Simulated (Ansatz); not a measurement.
Is this TiCl2 structure a true minimum?

The cell was found from a structure generator's guess, not taken from experiment.

Method: DFT PBE, scalar-relativistic, plane waves, PAW in Ansatz 0.2.0. Settings: cutoff 420 eV, Γ-centred mesh 9×9×1 on the computed 3-atom cell, Gaussian smearing of 0.02 eV; no spin polarisation.

The cell below (3 atoms, layer group p-6m2 (No. 78)) is relaxed within its symmetry. The sheet is periodic along a and b; c holds vacuum.

```yaml
crystal:
  periodic: [true, true, false]
  lattice:
    - [3.27749, 0.00000, 0.00000]
    - [-1.63874, 2.83839, 0.00000]
    - [0.00000, 0.00000, 29.73775]
  atoms:
    - { symbol: Ti, position: [0.00000, 0.00000, 0.28583] }
    - { symbol: Cl, position: [0.66667, 0.33333, 0.23262] }
    - { symbol: Cl, position: [0.66667, 0.33333, 0.33905] }
```

For the test a repeat of it with 6 atoms (edges 6.55, 3.28 Å) was strained at random (σ = 1.5 % a component), the atoms were moved at random (σ = 0.15 Å), and all was relaxed again on a coarse 6×6×1 mesh (in the run’s order of axes) with 0.10 eV smearing, with no symmetry imposed.

**Question.** Does it come back?

**Answer.** It returns, within 1 meV/atom of the unmoved cell on that mesh and with the same symmetry when read at 0.1 Å. So it is stable against the distortions that fit this cell and that this random move excites. Modes that don't fit the cell aren't tested.
